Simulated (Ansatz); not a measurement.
The relaxed structure here is a generated cell of Cu: the first start was made by placing the elements on the sites of a structure type, and the end was not matched to a known phase here, so it may be hypothetical. Known forms of Cu include space group No. 225.

One starting cell of Cu (a generated trial cell of Cu in the beta-Sn structure type) was relaxed twice with Ansatz (plane waves, PAW, scalar-relativistic): with PBEsol at 420 eV and with PBE at 420 eV. The PBEsol result:

```
CELL_PARAMETERS angstrom
     -2.27707     2.27707     1.19971
      2.27707    -2.27707     1.19971
      2.27707     2.27707    -1.19971
ATOMIC_POSITIONS crystal
  Cu 0.75000 0.25000 0.50000
  Cu 0.00000 0.00000 0.00000
```

| quantity | PBEsol | PBE |
|---|---|---|
| space group | I4₁/amd | I4₁/amd |
| volume (Å³/atom) | 12.44 | 13.19 |
| a (Å) | 4.554 | 4.645 |
| c (Å) | 2.399 | 2.445 |
| gap (eV, no spin-orbit coupling) | 0.00 | 0.00 |

Both levels end in the same structure; PBE's volume is 6.0 % larger. Neither column is exact.

No spin polarisation in the result.

The run could not lower the symmetry of its start; a shaken copy of this end point relaxes with PBEsol to Fm-3m (No. 225), 0.37 eV/atom lower.

Ansatz is a quantum-chemistry and plane-wave program.
